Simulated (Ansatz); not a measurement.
ZnSe:
```yaml
crystal:
  lattice:
    - [6.50874, 0.00000, 0.00000]
    - [0.00000, 4.12344, 0.00000]
    - [0.00000, 0.00000, 6.92502]
  atoms:
    - { symbol: Zn, position: [0.14072, 0.25000, 0.88922] }
    - { symbol: Zn, position: [0.35928, 0.75000, 0.38922] }
    - { symbol: Zn, position: [0.85928, 0.75000, 0.11078] }
    - { symbol: Zn, position: [0.64072, 0.25000, 0.61078] }
    - { symbol: Se, position: [0.75893, 0.25000, 0.94127] }
    - { symbol: Se, position: [0.74107, 0.75000, 0.44127] }
    - { symbol: Se, position: [0.24107, 0.75000, 0.05873] }
    - { symbol: Se, position: [0.25893, 0.25000, 0.55873] }
```

Relaxed with r²SCAN+D4. Independent-particle spectrum: no excitons, no local fields, no scissors shift; 0.1 eV broadening; ε₁ of the summed bands alone.

Question: Tabulate the dielectric function from DFT-r²SCAN+D4 in the program Ansatz with PAW potentials.

Answer: 

| E (eV) | ε₁ xx | ε₂ xx | ε₁ yy | ε₂ yy | ε₁ zz | ε₂ zz |
|---|---|---|---|---|---|---|
| 0.0 | 6.06 | 0.00 | 6.51 | 0.00 | 6.55 | 0.00 |
| 0.5 | 6.10 | 0.00 | 6.56 | 0.00 | 6.61 | 0.00 |
| 1.0 | 6.25 | 0.00 | 6.73 | 0.00 | 6.79 | 0.00 |
| 1.5 | 6.54 | 0.00 | 7.06 | 0.00 | 7.13 | 0.00 |
| 2.0 | 7.27 | 0.12 | 7.72 | 0.00 | 7.80 | 0.00 |
| 2.5 | 7.49 | 0.79 | 8.62 | 0.77 | 9.08 | 0.88 |
| 3.0 | 7.94 | 1.07 | 10.22 | 1.56 | 10.22 | 2.66 |
| 3.5 | 9.07 | 1.58 | 8.93 | 4.18 | 8.48 | 3.92 |
| 4.0 | 10.63 | 3.29 | 9.05 | 4.14 | 9.32 | 4.17 |
| 4.5 | 9.21 | 8.57 | 9.13 | 5.96 | 9.67 | 6.74 |
| 5.0 | 6.39 | 7.45 | 9.29 | 10.27 | 7.13 | 11.39 |
| 5.5 | 5.17 | 8.63 | 3.37 | 13.14 | 3.73 | 10.52 |
| 6.0 | 3.12 | 7.80 | 0.41 | 9.09 | 0.39 | 8.96 |
| 6.5 | 4.50 | 10.15 | 1.33 | 8.18 | 1.08 | 8.12 |
| 7.0 | 1.54 | 8.97 | -0.10 | 7.57 | -0.33 | 6.79 |
| 7.5 | -2.63 | 8.84 | -1.09 | 7.60 | -0.29 | 6.93 |
| 8.0 | -2.83 | 5.84 | -2.58 | 5.68 | -1.64 | 6.38 |
| 8.5 | -2.92 | 4.69 | -2.10 | 4.65 | -2.88 | 4.62 |
| 9.0 | -2.18 | 3.40 | -2.16 | 3.60 | -1.90 | 3.17 |
| 9.5 | -2.01 | 2.65 | -1.81 | 3.30 | -1.62 | 3.22 |
| 10.0 | -1.57 | 2.57 | -1.81 | 2.98 | -1.95 | 3.10 |
| 10.5 | -1.67 | 2.56 | -2.12 | 2.27 | -1.90 | 2.24 |
| 11.0 | -1.75 | 1.78 | -1.86 | 1.75 | -1.56 | 1.74 |
| 11.5 | -1.29 | 1.44 | -1.47 | 1.27 | -1.35 | 1.54 |
| 12.0 | -1.10 | 1.17 | -1.08 | 1.13 | -1.16 | 1.26 |

Question: From ε at 4.0 eV (xx: 10.63 + 3.29i), find n, k, the normal reflectivity and the absorption coefficient.

Answer: n = 3.30, k = 0.499, R = 30 %, α = 2kE/ħc = 200000 cm⁻¹.

With all bands, ε∞ without local fields is 6.15 (xx), 6.60 (yy), 6.65 (zz).

Space group Pnma. The start of the workflow was typed in or built on a structure type; neither database checked (COD, Materials Project) lists it. It is not the phase usual at ambient conditions (space group No. 216). Symmetry was held in the r²SCAN+D4 relaxation; its stability against distortions is not shown here. Spin–orbit coupling is left out wherever it is not named.

Potentials: the later of the program's two PAW sets.
